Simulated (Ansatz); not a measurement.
# CsAgCl₃ in Ansatz, settings compared

Run with:

```bash
ansatz run input.yaml --threads 1 --pin off --max-ram 2560MiB --backend cpu --events-out ev --progress --plain --runs-dir out
```

input.yaml:

```yaml
crystal:
  lattice:
    - [0.0, 7.312397, 0.0]
    - [7.312397, 0.0, 0.0]
    - [3.656199, 3.656199, -5.479514]
  atoms:
    - { symbol: Cl, position: [0.2164, 0.2164, 0.0] }
    - { symbol: Cl, position: [0.2164, 0.7836, 0.0] }
    - { symbol: Cl, position: [0.7836, 0.7836, 0.0] }
    - { symbol: Cl, position: [0.7836, 0.2164, 0.0] }
    - { symbol: Cs, position: [0.75, 0.25, 0.5] }
    - { symbol: Cs, position: [0.25, 0.75, 0.5] }
    - { symbol: Ag, position: [0.5, 0.5, 0.0] }
    - { symbol: Ag, position: [0.0, 0.0, 0.0] }
    - { symbol: Cl, position: [0.2904, 0.2904, 0.4192] }
    - { symbol: Cl, position: [0.7096, 0.7096, 0.5808] }
  symmetry: { tolerance: 0.0003 }
kpoints:
  mp_grid: { grid: [4, 4, 4], shift: [0, 0, 0] }
magnetization:
  spin_polarized: false
scf:
  occupations: { method: gaussian, width: 0.054 }
hamiltonian:
  pseudopotentials: { kind: paw }
  xc: r2scan
basis:
  ecutwfc: 500
output:
  forces: true
  stress: true
  eigenvalues: true
```

Origin of the cell: a database entry, scaled a little.

Output of this run (shortened):

```
SCF iter   1: F=—  HF=-33093.635489 eV  Δρ=5.79e-3  dr2=8.25e-2  dr2_τ=5.34e-2  defer=17
SCF iter   2: F=—  HF=-33093.678563 eV  Δρ=2.87e-3  dr2=1.30e-2  dr2_τ=1.94e-3  defer=42
SCF iter   3: F=—  HF=-33093.677489 eV  Δρ=1.46e-3  dr2=3.98e-3  dr2_τ=2.83e-4  defer=29
SCF iter   4: F=—  HF=-33093.677554 eV  Δρ=4.72e-4  dr2=6.18e-4  dr2_τ=5.65e-5  defer=29
SCF iter   5: F=—  HF=-33093.677493 eV  Δρ=1.26e-4  dr2=5.52e-5  dr2_τ=5.18e-6  defer=29
SCF iter   6: F=—  HF=-33093.677414 eV  Δρ=3.56e-5  dr2=3.96e-6  dr2_τ=2.13e-7  defer=29
SCF iter   7: F=—  HF=-33093.677417 eV  Δρ=7.02e-6  dr2=1.96e-7  dr2_τ=1.19e-8  defer=29
SCF iter   8: F=-33093.677417 eV  HF=-33093.677417 eV  Δρ=1.60e-6  dr2=1.65e-8  dr2_τ=7.00e-10
SCF 1 converged in 8 iterations: F = -33093.677417 eV  dr2 = 1.65e-8
SCF converged after 8 iterations
Free energy (F): -33093.677417 eV
Harris-Foulkes:  -33093.677417 eV  (|F-HF|=3.59e-9)
Internal energy: -33093.677417 eV  (E = F + TS)
E sigma→0 (E₀):  -33093.677417 eV
Fermi energy:    4.162744 eV
--- Per-component energies (eV) ---
  E_band       = -1173.565073
  E_kinetic    = 2306.704899
  E_local      = -10662.721354  (includes V_loc(G=0)·N_el)
  E_nonlocal   = 392.593917
  E_hartree    = 4584.741467
  E_xc         = -1307.428941
  E_vxc        = -1610.536186  (∫ρ·V_xc dr)
  E_paw        = -22028.931748  (= ΣΔE_a)
  E_vpaw       = -862.796109  (= ΣTr[D̂ρ^β])
  E_aug_tail   = 0.000350  (compensation charges beyond the density's cutoff)
  E_vtau       = 93.701610  (kinetic-family band-sum trace: ∫τ·v_τ [+ j·A + Jᵃ·Aᵃ] dr)
  E_ewald      = -6376.898703
  E_core_change = -1.737304  (= ΣΔE_core)
  E_smearing   = -0.000000  (= −TS)
  Σ components = -33093.677417   (vs F -33093.677417, Δ=0.00e0)
--- Forces (eV/Å), atoms counted from 1 ---
  atom   1  Cl     1.128579     1.128579     0.000000
  atom   2  Cl    -1.128579     1.128579     0.000000
[… 3 lines left out …]
  atom   6  Cs    -0.000000    -0.000000     0.000000
  atom   7  Ag     0.000000    -0.000000     0.000000
  atom   8  Ag     0.000000     0.000000     0.000000
  atom   9  Cl     0.000000     0.000000    -0.744682
  atom  10  Cl    -0.000000    -0.000000     0.744682
  max |Σ_I F_I| component: 2.23e-16 eV/Å
--- Stress (GPa, compression-positive) ---
        3.393519      -0.000000       0.000000
       -0.000000       3.393519       0.000000
        0.000000       0.000000       1.697711
  P = ⅓ Tr σ = 2.8282 GPa (28.282 kbar)
```

The same input was run again with these changes:

1. `hamiltonian.hubbard` default → { sites: [{ species: Ag, l: d, u_eff: 3.0 }], double_counting: fll }
2. `hamiltonian.hubbard` default → { sites: [{ species: Ag, l: d, u_eff: 6.0 }], double_counting: fll }
3. `scf.lower_state_search` default → standard
4. `kpoints.mp_grid.grid` [4, 4, 4] → [3, 3, 3]

```tsv
run	end	SCF iterations	P (GPa)	max force component (eV/Å)	gap on mesh (eV)	moment (μB)	ΔE(σ→0) (meV/atom)
base	converged	8	2.83	1.129	0.63	–	0
1	converged	10	3.10	1.126	0.75	–	–
2	converged	10	3.43	1.154	0.85	–	–
3	converged	8	2.83	1.129	0.63	–	0.00
4	converged	8	2.83	1.114	0.77	–	0.67
```

Energies are compared only where functional, datasets, charge and starting cell are the same.

The base run ran for 17 s of wall time on 1 CPU thread(s) of a shared host, from the program's own first density.
